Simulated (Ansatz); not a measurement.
GaN (wurtzite)

```xyz
4
Lattice="3.1831 0.0000 0.0000 -1.5916 2.7567 0.0000 0.0000 0.0000 5.1837" Properties=species:S:1:pos:R:3 pbc="T T T"
Ga     1.5916     0.9189     0.0051
Ga     0.0000     1.8378     2.5970
N      1.5916     0.9189     3.2358
N      0.0000     1.8378     0.6439
```

E(V) scan at fixed shape, V₀ the volume above. The atoms relax within the cell's symmetry.

Level of theory: r2SCAN (plane waves to 500 eV, PAW, scalar-relativistic; Ansatz, a program for electronic structure). k mesh 12×12×7 (Γ-centred), Fermi-Dirac smearing 0.05 eV. Energies are smeared free energies. Compression counts positive. With the shape held, the modulus is that of even scaling; a crystal free to change shape is softer. GaN was relaxed with its symmetry unable to fall. The zero of ΔE is the relaxed starting cell.

```json
[
 {"V (Å³/atom)": "10.234", "ΔE (meV/atom)": "84.0"},
 {"V (Å³/atom)": "10.424", "ΔE (meV/atom)": "56.5"},
 {"V (Å³/atom)": "10.613", "ΔE (meV/atom)": "35.0"},
 {"V (Å³/atom)": "10.803", "ΔE (meV/atom)": "19.1"},
 {"V (Å³/atom)": "10.993", "ΔE (meV/atom)": "8.2"},
 {"V (Å³/atom)": "11.182", "ΔE (meV/atom)": "2.0"},
 {"V (Å³/atom)": "11.372", "ΔE (meV/atom)": "0.0"},
 {"V (Å³/atom)": "11.561", "ΔE (meV/atom)": "1.9"},
 {"V (Å³/atom)": "11.751", "ΔE (meV/atom)": "7.3"},
 {"V (Å³/atom)": "11.940", "ΔE (meV/atom)": "16.0"},
 {"V (Å³/atom)": "12.130", "ΔE (meV/atom)": "27.7"},
 {"V (Å³/atom)": "12.319", "ΔE (meV/atom)": "withheld"},
 {"V (Å³/atom)": "12.509", "ΔE (meV/atom)": "59.0"}
]
```

Task: Fit a third-order Birch-Murnaghan form (E₀, V₀, B₀, B₀′ free) to the given rows and predict ΔE at V = 12.319.

Result: Least squares on the 12 given rows: ΔE = E₀ + (9V₀B₀/16)·y²·[2 + (B₀′ − 4)y], y = (V₀/V)^(2/3) − 1, with V₀ = 11.372 Å³/atom, B₀ = 196.6 GPa (160.2 GPa = 1 eV/Å³; the term in eV is multiplied by 1000), B₀′ = 4.28, E₀ = 0.00 meV/atom; root-mean-square residual 0.04 meV/atom. At 12.319 the fit gives 42.0 meV/atom; the calculation gives 42.1 meV/atom, so the interpolation is off by -0.1 (-0.2 %). For the pressure the fit gives -13.3 GPa against the computed -13.2 GPa.

(A scan under strain: stresses follow from slopes of the energy per volume, elastic moduli from its curvatures.)
